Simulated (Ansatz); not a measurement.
Here is an unrelaxed guess for InAgS.

Space group P-6m2 (No. 187). a = 4.257 Å, b = 4.257 Å, c = 4.605 Å, α = 90.00°, β = 90.00°, γ = 120.00°
```
atom  site  symmetry       x       y       z
  In    1a      -6m2  0.0000  0.0000  0.0000
  Ag    1f      -6m2  0.6667  0.3333  0.5000
   S    1d      -6m2  0.3333  0.6667  0.5000
```

Theory: DFT PBE, scalar-relativistic, plane waves, PAW in Ansatz 0.2.0. Cutoff 420 eV; k points 6×6×4 on the computed 3-atom cell (Γ-centred); Gaussian smearing, width 0.10 eV; no spin polarisation.

Energies over the elements count from the elements' standard structures at the same level, with no fitted energy shifts.

Task: What does a single point on this coarse mesh give?

Result: The pressure is 1.5 GPa (the mean over three directions, positive in compression), the largest force is 0.00 eV/Å (symmetry fixes the atoms), and the energy is −0.12 eV/atom against the elements. The shortest distance is 2.46 Å.

Task: How much does it gain on relaxing, and where does it end?

Result: Relaxing gains under 0.1 eV/atom (the start's value is from the coarse mesh, so the gain is rough) in 6 ionic steps and ends at −0.13 eV/atom on the finer mesh. The symmetry stays P-6m2 (No. 187). The volume per atom stays near 24.0 Å³. The shortest distance goes from 2.46 Å (Ag–S) to 2.52 Å (Ag–S). Conventional cell: a = 4.372 Å, c = 4.357 Å. Around In lie 6 Ag at 3.33 Å and 6 S at 3.33 Å; around Ag lie 3 S at 2.52 Å and 6 In at 3.33 Å; around S lie 3 Ag at 2.52 Å and 6 In at 3.33 Å.

The last run used a 12×12×10 mesh (in the run's order of axes) for its 3-atom cell and Gaussian smearing of 0.10 eV. The reference form of S is held partly by dispersion forces, which this level lacks. The relaxation can't lower the symmetry of the start. A structure relaxed within its symmetry needn't be a true minimum.
